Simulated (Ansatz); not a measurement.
RhSe2:
```yaml
crystal:
  lattice:
    - [6.05079, 0.00000, 0.00000]
    - [0.00000, 6.05079, 0.00000]
    - [0.00000, 0.00000, 6.05079]
  atoms:
    - { symbol: Rh, position: [0.00000, 0.00000, 0.00000] }
    - { symbol: Rh, position: [0.50000, 0.00000, 0.50000] }
    - { symbol: Rh, position: [0.50000, 0.50000, 0.00000] }
    - { symbol: Rh, position: [0.00000, 0.50000, 0.50000] }
    - { symbol: Se, position: [0.37794, 0.37794, 0.37794] }
    - { symbol: Se, position: [0.12206, 0.62206, 0.87794] }
    - { symbol: Se, position: [0.87794, 0.12206, 0.62206] }
    - { symbol: Se, position: [0.62206, 0.87794, 0.12206] }
    - { symbol: Se, position: [0.62206, 0.62206, 0.62206] }
    - { symbol: Se, position: [0.87794, 0.37794, 0.12206] }
    - { symbol: Se, position: [0.12206, 0.87794, 0.37794] }
    - { symbol: Se, position: [0.37794, 0.12206, 0.87794] }
```

Relaxed with r²SCAN. Special points in fractions of this cell's reciprocal vectors: Γ (0.000, 0.000, 0.000); X (0.000, 0.500, 0.000); M (0.500, 0.500, 0.000); R (0.500, 0.500, 0.500); X1 (0.500, 0.000, 0.000).

Question: List the band energies nearest the Fermi level at these points for plane-wave PAW r²SCAN (Ansatz code).

Answer: In eV from the Fermi level; about four levels below and three above (degenerate sets whole), none deeper than 8.9 eV; points with the same levels are listed once.

```tsv
k	below	above
Γ	-0.90 -0.38 -0.38 -0.38	1.05 1.05 1.05
X	-2.08 -2.08 -2.03 -2.03	0.02 0.02 0.06 0.06
M	-2.00 -2.00 -2.00 -2.00	0.23 0.23 0.23 0.23
R	-0.57 -0.57 -0.57 -0.57	1.53 1.53 1.53 1.53
```

Space group Pa-3. The workflow started from an entry of the Crystallography Open Database (COD). Whether it is the stable phase at ambient conditions was not checked. The r²SCAN relaxation kept the symmetry of its start; whether a distortion lowers the energy is not shown. No spin polarisation was allowed. Scalar-relativistic: spin–orbit coupling is off unless named, which matters more the heavier the elements.

Potentials: the later of the program's two PAW sets.
